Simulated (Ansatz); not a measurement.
The start is a relaxed AlRu cell, doubled along one cell vector, shaken by Gaussian noise of σ = 0.08 Å a coordinate. The structure is fully relaxed (lattice and positions, P = 0) with r2SCAN (plane waves to 500 eV, PAW, scalar-relativistic; Ansatz, a first-principles code). The first steps use a coarse 11×6×11 k-mesh.

Initial structure:
```yaml
crystal:
  lattice:
    - [2.98255, 0.00000, 0.00000]
    - [0.00000, 5.96509, 0.00000]
    - [0.00000, 0.00000, 2.98255]
  atoms:
    - { symbol: Al, position: [0.99952, 0.00231, 0.03406] }
    - { symbol: Al, position: [0.04011, 0.50218, 0.98116] }
    - { symbol: Ru, position: [0.50718, 0.25311, 0.47070] }
    - { symbol: Ru, position: [0.50892, 0.75259, 0.43975] }
```

Q: What is the largest force in the starting geometry, and on which atom (counted from 1)?

A: 1.95 eV/Å, on Al1 (atoms numbered as listed).

Q: How much energy is released per atom?

A: 0.08 eV/atom.

Q: Is the parent structure recovered?

A: It relaxes back to the parent, Pm-3m (No. 221).

Q: How do the shortest distances between atoms change?

A: The closest pairs of elements (up to four, under 3.6 Å), start → end: Al–Ru 2.41 → 2.58 Å; Ru–Ru 2.98 → 2.98 Å; Al–Al 2.98 → 2.98 Å.

Q: Is the relaxed structure metallic? Give its gap.

A: Zero (metallic).

The end point of the relaxation:

Space group Pm-3m (No. 221); a = 2.9825 Å, b = 2.9825 Å, c = 2.9825 Å, α = 90.00°, β = 90.00°, γ = 90.00°

```csv
atom,site,symmetry,x,y,z
Al,1b,m-3m,0.5000,0.5000,0.5000
Ru,1a,m-3m,0.0000,0.0000,0.0000
```

Final values are on a 16×16×16 k-mesh of the relaxed cell. No spin polarisation in the result.
